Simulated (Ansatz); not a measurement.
Sheets of one type (M2XT2 MXene (fcc sites)-type), the program Ansatz at the PBE level (PAW); HSE06 gaps on those cells.

```tsv
layer	a (Å)	thickness (Å)
Cr2CO2	2.894	4.41
Ti2CF2	3.055	4.78
W2CO2	3.110	4.49
Zr2CO2	3.307	4.63
Ti2CO2	(withheld)	(withheld)
```

### Question
Complete the blanks.

### Answer

- Ti2CO2, a (Å): 3.029
- Ti2CO2, thickness (Å): 4.43

Spin orders computed, not proven ground states: Cr2CO2, M2XT2 MXene (fcc sites)-type layer ferromagnetic. All cells were relaxed under the symmetry of their starts (and spin orders); stability against distortions was not tested throughout. Rows with no word on spin ran without spin polarisation. No Hubbard U is applied. Scalar-relativistic: spin–orbit coupling is off unless named, which matters more the heavier the elements. Constructed layers (a layer type filled with these elements): Cr2CO2, M2XT2 MXene (fcc sites)-type layer; Ti2CF2, M2XT2 MXene (fcc sites)-type layer; W2CO2, M2XT2 MXene (fcc sites)-type layer; Zr2CO2, M2XT2 MXene (fcc sites)-type layer; Ti2CO2, M2XT2 MXene (fcc sites)-type layer.

Potentials: the later of the program's two PAW sets.
